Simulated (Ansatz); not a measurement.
BN (h-BN type, space group P6_3/mmc)

```xyz
4
Lattice="2.5064 0.0000 0.0000 -1.2532 2.1706 0.0000 0.0000 0.0000 6.6147" Properties=species:S:1:pos:R:3 pbc="T T T"
B      0.0000     1.4471     1.6537
B      1.2532     0.7235     4.9610
N      0.0000     1.4471     4.9610
N      1.2532     0.7235     1.6537
```

The slice is a (1 -1 0 0) plane (indices of the conventional cell) through the point (0.333, 0.667, 0.250) (fractional), spanned by u = [110] and v = [001] in vectors of this cell: u (2.51 Å) and v (6.61 Å, at 90° to u). It covers one period; positions are fractions (u, v).

Computed with PBE-D3(BJ) (plane waves to 420 eV, PAW, scalar-relativistic; Ansatz, a program for electronic structure). k mesh 15×15×5. Near the nuclei the fields are pseudised (PAW); where an atom keeps semicore shells as valence, they peak there. BN was relaxed with its symmetry unable to fall.

**Question.** Around which element is the density of the highest valence band (whole band, smooth part) largest on this plane?

**Answer.** N. Mean over a disc round each atom, of radius 0.45 times the shortest bond: N 0.280, B 0.049 e/Å³.

**Question.** Sketch the density of the highest valence band (whole band, smooth part) on this plane as a map.

**Answer.** 
```
|000000000000|
|111011111011|
|100001110000|
|000000000000|
|000000000000|
|000000000000|
|000000000000|
|000000000000|
|000000000000|
|000000000000|
|110000000001|
|321100000112|
|653100000135|
|984210001248|
|543100000134|
|001100000110|
|543100000134|
|984210001248|
|653100000135|
|321100000112|
|110000000001|
|000000000000|
|000000000000|
|000000000000|
|000000000000|
|000000000000|
|000000000000|
|000000000000|
|100001110000|
|111011111011|
|000000000000|
|000000000000|
```
Scale: ten equal steps from 0.00 (start of '0') to 0.59 (end of '9'), in the order '0123456789'. Values: density of the highest valence band (whole band, smooth part) in e/Å³. The map has 12 points along u (one character each, u = 0 at the left) and 32 along v (v = 0 in the bottom row).
